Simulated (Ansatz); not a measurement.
The elements of this relaxed trial crystal are hidden behind letters.

```
lattice vectors (Å)
   3.2678    0.0000    0.0000
   0.0000    3.2678    0.0000
   0.0000    0.0000   13.7795
fractional positions
X 0.0000 0.0000 0.0000
X 0.5000 0.5000 0.1670
X 0.0000 0.0000 0.3340
X 0.0000 0.0000 0.6660
X 0.5000 0.5000 0.8330
Z 0.5000 0.5000 0.5000
Q 0.5000 0.0000 0.0835
Q 0.0000 0.5000 0.2505
Q 0.5000 0.0000 0.4157
Q 0.0000 0.5000 0.5843
Q 0.5000 0.0000 0.7495
Q 0.0000 0.5000 0.9165
```

All numbers below come from Ansatz 0.2.0, DFT PBE, scalar-relativistic, plane waves, PAW. Cutoff 420 eV, Γ-centred 8×8×2 mesh (12-atom cell), Gaussian smearing of 0.02 eV, no spin polarisation.

```
Space group                               : P-4m2 (No. 115)
Conventional cell                         : a = 3.268 Å, c = 13.780 Å
Volume per atom                           : 12.26 Å³
Density                                   : 3.19 g/cm³
Formation energy                          : −2.394 eV/atom
Gap on the 8×8×2 mesh of the 12-atom cell : 2.51 eV
```

Energies are uncorrected and count from the elements' standard states at the same level.

**Question.** X is an s-block element of period 3, Z is a d-block element of period 4 and Q is a p-block element of period 2. Which elements are they?

**Answer.** X = Mg, Z = Zn, Q = O, so the formula is Mg5ZnO6. Density times volume gives a mean mass of 3.19 × 12.26/1.6605 = 23.6 u per atom, and this set has 23.6 u. Mg on a site of symmetry -4m2 is surrounded by 4 O at 2.00 Å; Zn is surrounded by 4 O at 2.01 Å; around O on its first site lie 4 Mg at 2.00 Å; 4 more sites not described. Other sets within the hints have nearly the same mass, so mass alone doesn't settle it; this one was computed.

Kohn–Sham gaps at this level usually fall short of measured ones. Symmetry constrained the relaxation, so the result can be a saddle point.
